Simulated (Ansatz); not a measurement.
TiN (rock salt)

```
TiN
1.0
    0.00000     4.23332     4.23332
    2.11666     2.11666     4.23332
    2.11666     2.11666     0.00000
N Ti
2 2
Cartesian
  0.00000   0.00000   0.00000
  2.11666   4.23332   6.34998
  2.11666   6.34998   6.34998
  2.11666   4.23332   4.23332
```

The atoms are displaced by Q × the pattern below (from a DFPT mode at X = (0.5, 0.5, 0.0), largest move 1; Q in Å), at fixed cell. (q is in reciprocal vectors of the primitive cell; the cell shown is doubled to hold the pattern.)

| atom | x | y | z |
|---|---|---|---|
| N1 | 0.000 | 0.000 | -1.000 |
| N2 | 0.000 | 0.000 | 1.000 |
| Ti3 | 0.000 | 0.000 | 0.051 |
| Ti4 | 0.000 | 0.000 | -0.051 |

Computed with r2SCAN (plane waves to 500 eV, PAW, scalar-relativistic; Ansatz, a quantum-chemistry and plane-wave program). k mesh 19×19×19 (Γ-centred), Fermi-Dirac smearing 0.05 eV. Energies are smeared free energies. With partly filled bands, energies and forces of such displacements shift with the k mesh and the smearing. The PAW data are Ansatz's earlier set. TiN is run without spin polarisation. TiN was relaxed with its symmetry unable to fall. The zero of ΔE is the undisplaced structure. The last digit holds for this mesh only.

```tsv
Q (Å)	ΔE (meV/cell)
-0.1000	167.0
-0.0833	115.7
-0.0667	74.0
-0.0500	withheld
-0.0333	18.5
-0.0167	4.6
0.0000	0.0
0.0167	4.6
0.0333	18.5
0.0500	withheld
0.0667	74.0
0.0833	115.7
0.1000	167.0
```

Question: Fit an even polynomial form (powers 2, 4) to the given rows and predict ΔE at Q = 0.0500.

Answer: Least squares on the 11 given rows: ΔE = (16600)·Q² + (9940)·Q⁴, in meV/cell with Q in Å; root-mean-square residual 0.04 meV/cell. At 0.0500 the fit gives 41.6 meV/cell; the calculation gives 41.6 meV/cell, the same to the digits shown. The quadratic term alone would give 41.5 meV/cell.

(For displaced atoms, the force is minus the slope of the energy, and its curvature is a force constant, which sets phonon frequencies.)
